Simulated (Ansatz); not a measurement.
Si₂Ni:
```xyz
3
Lattice="0.0000 2.6922 2.6922 2.6922 0.0000 2.6922 2.6922 2.6922 0.0000" Properties=species:S:1:pos:R:3 pbc="T T T"
Ni     0.0000     0.0000     0.0000
Si     1.3461     1.3461     1.3461
Si     4.0383     4.0383     4.0383
```

Relaxed with r²SCAN. Special points in fractions of this cell's reciprocal vectors: Γ (0.000, 0.000, 0.000); X (0.500, 0.000, 0.500); U (0.625, 0.250, 0.625); K (0.375, 0.375, 0.750); L (0.500, 0.500, 0.500); W (0.500, 0.250, 0.750).

### Question
List the band energies nearest the Fermi level at these points for DFT-r²SCAN in the program Ansatz with PAW potentials.

### Answer
In eV from the Fermi level; about four levels below and three above (degenerate sets whole), none deeper than 8.9 eV; points with the same levels are listed once.

| k | below | above |
|---|---|---|
| Γ | -5.63 -5.63 -5.63 -3.86 -3.86 | 0.10 1.73 1.73 1.73 |
| X | -3.87 -3.87 -3.78 -3.42 -0.38 | 1.45 7.95 8.93 8.93 |
| U | -4.08 -3.68 -3.22 -2.94 | 0.25 3.81 4.87 |
| L | -3.63 -3.63 -1.73 -1.73 | 1.83 1.83 2.10 |
| W | -4.04 -4.04 -3.87 -3.50 -2.72 | 2.34 2.34 4.87 |

Space group Fm-3m (fluorite or antifluorite type). Symmetry was held in the r²SCAN relaxation; phonons on a q-mesh show no instability. The workflow began spin-polarised and lost its moments.

Potentials: the later of the program's two PAW sets.
